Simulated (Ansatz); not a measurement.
Moments of MoSe against volume

These are results of DFT PBEsol, scalar-relativistic, plane waves, PAW (Ansatz), not measurements.

```cif
data_structure
_symmetry_space_group_name_H-M 'P 1'
_symmetry_Int_Tables_number 1
_cell_length_a 3.1682
_cell_length_b 3.1682
_cell_length_c 3.1682
_cell_angle_alpha 90.000
_cell_angle_beta 90.000
_cell_angle_gamma 90.000
_cell_volume 31.80
loop_
_atom_site_label
_atom_site_type_symbol
_atom_site_fract_x
_atom_site_fract_y
_atom_site_fract_z
_atom_site_occupancy
Mo1 Mo 0.00000 0.00000 0.00000 1
Se1 Se 0.50000 0.50000 0.50000 1
```

- plane-wave cutoff: 420 eV
- Γ-centred k-mesh: 14×14×14
- occupation rule: Gaussian smearing, 0.1 eV
- list of starting moments (μB, in atom order): 3.5 0
- check for lower electronic states after the SCF: off

The cell is scaled evenly at fixed fractional positions, V₀ being the volume of the cell shown; start: large parallel starting moments. The states are those that the runs reached from these starts; a lower one can exist. Energies are extrapolated to zero smearing.

Site moments are spin moments in atom-centred spheres that scale with the neighbour distance.

```json
{"V/V₀": "1.000", "E above lowest (meV/atom)": "0.0", "P (GPa)": "-10.4", "cell moment (μB)": "0.00", "site moments (μB)": "none over 0.05"}
{"V/V₀": "1.057", "E above lowest (meV/atom)": "79.9", "P (GPa)": "-17.7", "cell moment (μB)": "0.00", "site moments (μB)": "none over 0.05"}
{"V/V₀": "1.132", "E above lowest (meV/atom)": "?", "P (GPa)": "?", "cell moment (μB)": "?", "site moments (μB)": "?"}
{"V/V₀": "1.226", "E above lowest (meV/atom)": "494.1", "P (GPa)": "-24.9", "cell moment (μB)": "1.31", "site moments (μB)": "Mo +1.14"}
```

Task: Fill in the withheld rows.

Result: The withheld rows:

| V/V₀ | E above lowest (meV/atom) | P (GPa) | cell moment (μB) | site moments (μB) |
| --- | --- | --- | --- | --- |
| 1.132 | 238.4 | -24.0 | 0.00 | none over 0.05 |

Cost: 4 runs of about 1.1 core-minutes in all, on Intel Xeon Platinum 8259CL (Skylake/Cascade Lake) (shared hosts).